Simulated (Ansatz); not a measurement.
B₄C:
```cif
data_C9B36
_chemical_formula_sum 'B36 C9'
_space_group_name_H-M_alt 'R-3m :H'
_space_group_IT_number 166
_space_group_name_Hall '-R 3 2"'
_cell_length_a 5.61675
_cell_length_b 5.61675
_cell_length_c 12.05987
_cell_angle_alpha 90.000
_cell_angle_beta 90.000
_cell_angle_gamma 120.000
loop_
_atom_site_label
_atom_site_type_symbol
_atom_site_symmetry_multiplicity
_atom_site_Wyckoff_symbol
_atom_site_fract_x
_atom_site_fract_y
_atom_site_fract_z
_atom_site_occupancy
B1 B 18 h 0.16769 0.33539 0.02614 1
B2 B 18 h 0.21581 0.10791 0.11384 1
C1 C 6 c 0.00000 0.00000 0.38963 1
C2 C 3 b 0.00000 0.00000 0.50000 1
```
(The calculation used a cell of 15 atoms; values per cell refer to that cell.)

This is the PBEsol-relaxed structure.

Problem. All from DFT-PBEsol in the program Ansatz with PAW potentials, unless another level is named. Predict the static dielectric constant ε0 (ions relaxed, cell fixed).

Solution. 8.45 (xx = yy), 11.0 (zz).

Problem. What about the electronic dielectric constant ε∞ (DFPT)?

Solution. 7.81 (xx = yy), 9.53 (zz).

Problem. Give the Born charges (a third of the trace).

Solution. B -0.08 to +0.26, C -2.03 to +2.99 e.

The first step of the workflow began from a Materials Project structure, measured or hypothetical; the Crystallography Open Database copy checked does not list it. Its standing as an ambient phase is unchecked. The cell was relaxed with PBEsol under the symmetry of its start; its stability against distortions is not shown here.

Potentials: the earlier of the program's two PAW sets. The files were generated under PBE; for other functionals the program regenerates the frozen cores, and for LDA and PBEsol the local potential too.
